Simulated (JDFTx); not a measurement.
Input for JDFTx (a modified build): germanium monotelluride, GeTe (SMILES [Ge]=[Te]), charge 0, multiplicity 1, vacuum; lengths in bohr, energies in hartree.

```
lattice \
  18.8972612463 0.0000000000 0.0000000000 \
  0.0000000000 14.6453774658 0.0000000000 \
  0.0000000000 0.0000000000 14.6453774658
coords-type Cartesian
ion Ge 2.2252509003 -0.0372071318 0.0194534750 0
ion Te -2.2252509003 0.0372071318 -0.0194534750 0
ion-species pseudo/ge_pbe_v1.4.upf
ion-species pseudo/te_pbe_v1.upf
elec-cutoff 20 100
elec-ex-corr gga-PBE
symmetries none
coulomb-interaction Isolated
coulomb-truncation-embed 0 0 0
elec-n-bands 13
converge-empty-states yes
electronic-scf nIterations 100 energyDiffThreshold 1e-8
dump-name s0.$VAR
dump End State Ecomponents EigStats BandEigs Forces ElecDensity IonicPositions
```

The minimisation and the closing blocks of the log:

```
Will mix electronic density at each iteration.
SCF: Cycle:  0   Etot: -102.583098635351448   dEtot: -2.529e-02   |Residual|: 8.898e-02   |deigs|: 7.752e-03
SCF: Cycle:  1   Etot: -102.598630426148219   dEtot: -1.553e-02   |Residual|: 4.365e-02   |deigs|: 1.690e-02
SCF: Cycle:  2   Etot: -102.604734939133479   dEtot: -6.105e-03   |Residual|: 9.446e-03   |deigs|: 1.244e-02
SCF: Cycle:  3   Etot: -102.604856323672067   dEtot: -1.214e-04   |Residual|: 6.378e-03   |deigs|: 3.761e-03
SCF: Cycle:  4   Etot: -102.604937091816581   dEtot: -8.077e-05   |Residual|: 2.897e-03   |deigs|: 5.598e-03
SCF: Cycle:  5   Etot: -102.604961311783640   dEtot: -2.422e-05   |Residual|: 1.891e-03   |deigs|: 2.015e-03
SCF: Cycle:  6   Etot: -102.604963090322755   dEtot: -1.779e-06   |Residual|: 1.035e-03   |deigs|: 1.759e-03
SCF: Cycle:  7   Etot: -102.604964234340756   dEtot: -1.144e-06   |Residual|: 7.044e-04   |deigs|: 9.865e-04
SCF: Cycle:  8   Etot: -102.604965236110928   dEtot: -1.002e-06   |Residual|: 4.226e-04   |deigs|: 7.418e-04
SCF: Cycle:  9   Etot: -102.604967038271184   dEtot: -1.802e-06   |Residual|: 2.174e-04   |deigs|: 2.043e-04
SCF: Cycle: 10   Etot: -102.604967784535063   dEtot: -7.463e-07   |Residual|: 1.445e-04   |deigs|: 2.076e-04
SCF: Cycle: 11   Etot: -102.604968096415462   dEtot: -3.119e-07   |Residual|: 9.516e-05   |deigs|: 9.824e-05
SCF: Cycle: 12   Etot: -102.604968253189980   dEtot: -1.568e-07   |Residual|: 5.939e-05   |deigs|: 1.392e-04
SCF: Cycle: 13   Etot: -102.604968298868357   dEtot: -4.568e-08   |Residual|: 3.606e-05   |deigs|: 8.852e-05
SCF: Cycle: 14   Etot: -102.604968327672751   dEtot: -2.880e-08   |Residual|: 2.863e-05   |deigs|: 9.200e-05
SCF: Cycle: 15   Etot: -102.604968341675502   dEtot: -1.400e-08   |Residual|: 1.551e-05   |deigs|: 2.323e-05
SCF: Cycle: 16   Etot: -102.604968353438267   dEtot: -1.176e-08   |Residual|: 9.755e-06   |deigs|: 2.572e-05
SCF: Cycle: 17   Etot: -102.604968356843855   dEtot: -3.406e-09   |Residual|: 6.721e-06   |deigs|: 1.264e-05
SCF: Cycle: 18   Etot: -102.604968358197070   dEtot: -1.353e-09   |Residual|: 4.432e-06   |deigs|: 1.099e-05
SCF: Converged (|Delta E|<1.000000e-08 for 2 iters).
Converging empty states (this may take a while): |deigs|: 8.836e-07

# Ionic positions in cartesian coordinates:
ion Ge   2.225250900300000  -0.037207131800000   0.019453475000000 0
ion Te  -2.225250900300000   0.037207131800000  -0.019453475000000 0

# Forces in Cartesian coordinates:
force Ge   0.004682549694977  -0.000061661033961   0.000004063376791 0
force Te  -0.004621314699335   0.000050031113056  -0.000028028846975 0

# Energy components:
   Eewald =       18.8709174499059884
       EH =      109.5340140137724205
     Eloc =     -233.8079670114028090
      Enl =       11.6476731914029763
      Exc =      -36.2278677834954479
 Exc_core =       17.4144985339144576
       KE =        9.9637632477053781
-------------------------------------
     Etot =     -102.6049683581970697


	eMin: -1.080742 at state 0 ( [ +0.000000 +0.000000 +0.000000 ] spin 0 )
	HOMO: -0.224535 at state 0 ( [ +0.000000 +0.000000 +0.000000 ] spin 0 )
	LUMO: -0.119469 at state 0 ( [ +0.000000 +0.000000 +0.000000 ] spin 0 )
	HOMO-LUMO gap: +0.105067
```

The run took 19 electronic cycles; the highest occupied level lies at -6.11 eV from the vacuum level.
